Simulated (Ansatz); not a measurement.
Cs2Pt:
```cif
data_Cs4Pt2
_chemical_formula_sum 'Cs4 Pt2'
_space_group_name_H-M_alt 'P63/mmc'
_space_group_IT_number 194
_space_group_name_Hall '-P 6c 2c'
_cell_length_a 5.77519
_cell_length_b 5.77519
_cell_length_c 7.89956
_cell_angle_alpha 90.000
_cell_angle_beta 90.000
_cell_angle_gamma 120.000
loop_
_atom_site_label
_atom_site_type_symbol
_atom_site_symmetry_multiplicity
_atom_site_Wyckoff_symbol
_atom_site_fract_x
_atom_site_fract_y
_atom_site_fract_z
_atom_site_occupancy
Cs1 Cs 2 d 0.66667 0.33333 0.25000 1
Cs2 Cs 2 a 0.00000 0.00000 0.00000 1
Pt1 Pt 2 c 0.33333 0.66667 0.25000 1
```

Relaxed at zero pressure with r²SCAN (plane waves, PAW; program Ansatz).

Problem. The volume is lowered by 6 % and shape and atoms relax at that volume. What pressure results, and how do the axes share the change?

Solution. 1.2 GPa; a -1.3 %, b -1.3 %, c -3.6 %; the energy rises by 8 meV/atom.

Problem. Give the new structure.

Solution. 
Space group P6₃/mmc (No. 194); a = b = 5.7026 Å, c = 7.6159 Å, α = β = 90.00°, γ = 120.00°

```json
[
 {"atom": "Cs", "site": "2d", "symmetry": "-6m2", "x": "0.6667", "y": "0.3333", "z": "0.2500"},
 {"atom": "Cs", "site": "2a", "symmetry": "-3m.", "x": "0.0000", "y": "0.0000", "z": "0.0000"},
 {"atom": "Pt", "site": "2c", "symmetry": "-6m2", "x": "0.3333", "y": "0.6667", "z": "0.2500"}
]
```

The phase is kept; no other phase was compared at this pressure.

Space group P6_3/mmc. The workflow started from a Materials Project entry (that database holds measured and hypothetical structures alike); the Crystallography Open Database copy checked does not list it. Whether it is the stable phase at ambient conditions was not checked. The cell was relaxed with r²SCAN under the symmetry of its start; whether a distortion lowers the energy is not shown. The run is not spin-polarised. Spin–orbit coupling is left out wherever it is not named.

Potentials: the later of the program's two PAW sets.
